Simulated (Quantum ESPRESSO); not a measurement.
# Kohn-Sham bands of ReNCl4 (I4)

```
ReNCl4
1.0
    0.00000     0.00000     4.10565
   -4.40100     4.40100     2.05282
   -4.40100    -4.40100     2.05282
Re N Cl
1 1 4
Direct
  0.98558   0.00000   0.00000
  0.57382   0.00000   0.00000
  0.00364   0.81778   0.31770
  0.82142   0.31770   0.18222
  0.13912   0.18222   0.68230
  0.32134   0.68230   0.81778
```

Cell from Materials Project (mp-568100), symmetrised, no further relaxation. Not found in the COD (Crystallography Open Database) copy used; not checked further. Method: PBEsol plane waves in Quantum ESPRESSO 7.5 (PseudoDojo norm-conserving files, 68 Ry, spinors with spin-orbit coupling), Bloch states on a 4×4×4 mesh through Γ, Wannier90 4.0.1. Density: 8×8×8 mesh, cold smearing 0.01 Ry. The cell is built of weakly bound layers, chains or molecules, whose nearest atoms lie 3.81 Å apart. Database cells relaxed without dispersion often hold them too far apart, which can enlarge gaps and weakens couplings between them; spacing and stacking were not compared with the measured crystal.

Energies are relative to the valence-band maximum; weights are on the orthonormalised atomic waves of the pseudopotential files, averaged over the group. 48 electrons a cell are treated as valence.

Question: Into which isolated groups do the bands fall, where do they lie and what are they made of?

Answer: 
```json
[
 {"bands": "1–2", "from (eV)": "-80.41", "to (eV)": "-80.41", "filling": "filled", "weight on atomic waves": "Re 5s 97 %"},
 {"bands": "3–4", "from (eV)": "-50.34", "to (eV)": "-50.34", "filling": "filled", "weight on atomic waves": "Re 5p 99 %"},
 {"bands": "5–8", "from (eV)": "-39.45", "to (eV)": "-39.35", "filling": "filled", "weight on atomic waves": "Re 5p 98 %"},
 {"bands": "9–10", "from (eV)": "-14.17", "to (eV)": "-13.80", "filling": "filled", "weight on atomic waves": "Cl 3s 75 %, Re 6s 17 %, N 2s 5 %"},
 {"bands": "11–16", "from (eV)": "-13.38", "to (eV)": "-13.12", "filling": "filled", "weight on atomic waves": "Cl 3s 94 %, Re 5d 4 %"},
 {"bands": "17–18", "from (eV)": "-12.90", "to (eV)": "-12.09", "filling": "filled", "weight on atomic waves": "N 2s 67 %, Re 5d 17 %, Cl 3s 9 %"},
 {"bands": "19–48", "from (eV)": "-5.22", "to (eV)": "0.00", "filling": "filled", "weight on atomic waves": "Cl 3p 69 %, Re 5d 15 %, N 2p 12 %"},
 {"bands": "49–50", "from (eV)": "1.05", "to (eV)": "1.44", "filling": "empty", "weight on atomic waves": "Re 5d 52 %, Cl 3p 46 %"},
 {"bands": "51–58", "from (eV)": "2.72", "to (eV)": "6.58", "filling": "empty", "weight on atomic waves": "Re 5d 42 %, N 2p 25 %, Cl 3p 23 %"}
]
```

The Kohn-Sham gap over both meshes and the path is 1.05 eV.
